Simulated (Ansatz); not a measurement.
Consider the following.

SnPt3:
```xyz
4
Lattice="3.9798 0.0000 0.0000 0.0000 3.9798 0.0000 0.0000 0.0000 3.9798" Properties=species:S:1:pos:R:3 pbc="T T T"
Sn     0.0000     0.0000     0.0000
Pt     1.9899     1.9899     0.0000
Pt     0.0000     1.9899     1.9899
Pt     1.9899     0.0000     1.9899
```

This is the LDA-relaxed structure.

Problem. All from DFT-LDA in the program Ansatz with PAW potentials, unless another level is named. Give the highest zone-centre frequency.

Solution. 180 cm⁻¹.

Problem. Next, the Poisson's ratio?

Solution. 0.37.

Problem. Next, the elastic constants (relaxed ions, GPa)?

Solution. C11 = 321, C12 = 207, C44 = 82.1.

Space group Pm-3m (Cu3Au type). The first step of the workflow began from a Materials Project structure, measured or hypothetical; the Crystallography Open Database files this formula in space group No. 221, but the cells were not matched. Whether it is the stable phase at ambient conditions was not checked. The LDA relaxation kept the symmetry of its start; of distortions, only those at the zone centre were tested. No spin polarisation was allowed. As this level gives no gap, shear constants depend on the k-mesh and smearing (Fermi–Dirac, 0.1 eV here). As this level gives no gap, phonon frequencies hold no LO–TO term and depend on the k-mesh and smearing (Fermi–Dirac, 0.1 eV here). Spin–orbit coupling is left out wherever it is not named.

Potentials: the later of the program's two PAW sets.
